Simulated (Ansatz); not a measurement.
This run works on a proposed trial structure, not on a known crystal.

Input and command of a plane-wave DFT calculation in Ansatz:

```yaml
crystal:
  lattice:
    - [2.0102911592, -6.2338164649, 0.0]
    - [2.0102911592, 6.2338164649, 0.0]
    - [0.0, 0.0, 10.684034535]
  atoms:
    - { symbol: Ta, position: [0.1562238381, 0.8437761619, 0.25] }
    - { symbol: Ta, position: [0.8437761619, 0.1562238381, 0.75] }
    - { symbol: Bi, position: [0.8629845952, 0.1370154048, 0.091593162] }
    - { symbol: Bi, position: [0.8629845952, 0.1370154048, 0.408406838] }
    - { symbol: Bi, position: [0.1370154048, 0.8629845952, 0.908406838] }
    - { symbol: Bi, position: [0.1370154048, 0.8629845952, 0.591593162] }
    - { symbol: O, position: [0.0535440893, 0.9464559107, 0.117038368] }
    - { symbol: O, position: [0.0535440893, 0.9464559107, 0.382961632] }
    - { symbol: O, position: [0.2757235703, 0.7242764297, 0.3924779173] }
    - { symbol: O, position: [0.2757235703, 0.7242764297, 0.1075220827] }
    - { symbol: O, position: [0.9464559107, 0.0535440893, 0.882961632] }
    - { symbol: O, position: [0.9464559107, 0.0535440893, 0.617038368] }
    - { symbol: O, position: [0.7242764297, 0.2757235703, 0.8924779173] }
    - { symbol: O, position: [0.7242764297, 0.2757235703, 0.6075220827] }
    - { symbol: O, position: [0.3179446492, 0.6820553508, 0.75] }
    - { symbol: O, position: [0.6820553508, 0.3179446492, 0.25] }
basis:
  ecutwfc: 420
kpoints:
  mp_grid: { grid: [8, 8, 4] }
hamiltonian:
  xc: pbe
scf:
  occupations: { method: gaussian, width: 0.1 }
output:
  forces: true
  stress: true
  eigenvalues: true
relax:
  adjacent_minimum: "off"
  f_tol: 0.01
  max_steps: 80
  cell: { stress_tol: 0.05 }
```

```bash
ansatz run input.yaml --threads 1 --pin off --max-ram 2560MiB --backend cpu --events-out ev --progress --plain --runs-dir out
```

Processor: Arm Neoverse V1, 1 thread, on a host shared with other jobs.

Q: Estimate time, memory and problem size.

A: About 17 min, peak memory 1.2 GiB. It solves 89 bands at 63 k points (after reduction by symmetry) with about 5233 plane waves (on the last cell), in 58 SCF iterations over 9 ionic steps.
